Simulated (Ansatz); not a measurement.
**What DFT gives for BaTiO3**

```
Ba Ti O
1.0
     4.03337    0.00000    0.00000
     0.00000    8.06673    0.00000
     0.00000    0.00000    4.03337
Ba Ti O
2 2 6
Direct
  0.50000 0.25000 0.50000
  0.50000 0.75000 0.50000
  0.00000 0.00000 0.00000
  0.00000 0.50000 0.00000
  0.50000 0.00000 0.00000
  0.50000 0.50000 0.00000
  0.00000 0.25000 0.00000
  0.00000 0.75000 0.00000
  0.00000 0.00000 0.50000
  0.00000 0.50000 0.50000
```

Level: r2SCAN, no spin polarisation; 500 eV; 6×3×6 Γ-centred mesh; fermi-dirac occupations (width 0.1 eV); Ansatz 0.2.0, fixed geometry.

(1) Is it stable against the elements?

(2) Which orbitals make up the band edges?

(3) How is the charge shared?

(4) What is the band gap?

(5) What do density and ELF say about some of the short contacts?

(6) What does the stress say?

Origin: a database entry at a rescaled volume.

Results:

(1) -3.40 eV an atom against the elements' usual phases (free molecules for gases, crystals otherwise, with no correction for O₂ or N₂), so it is bound against them; other compounds may still compete. Relaxing would lower it.

(2) Within 0.7 eV of the edges, the states project mainly on O p (95 %) below the gap and on Ti d (90 %) above it.

(3) Bader charges in e: Ba +1.58, Ti +2.32, O -1.30. In the mean Ti gives up most and O takes most.

(4) The gap is 2.10 eV, indirect (the least direct gap found is 2.24 eV).

(5) Ti–O at 2.02 Å: least valence density 0.61 e/Å³ and ELF 0.19 there. Ba–O at 2.85 Å: least valence density 0.16 e/Å³ and ELF 0.08 there, a closed-shell (ionic or weak) contact. Both are smooth PAW fields, read partly inside the augmentation spheres.

(6) The pressure is -5.0 GPa (compression positive), so with the atoms held at these fractions the cell would first shrink.
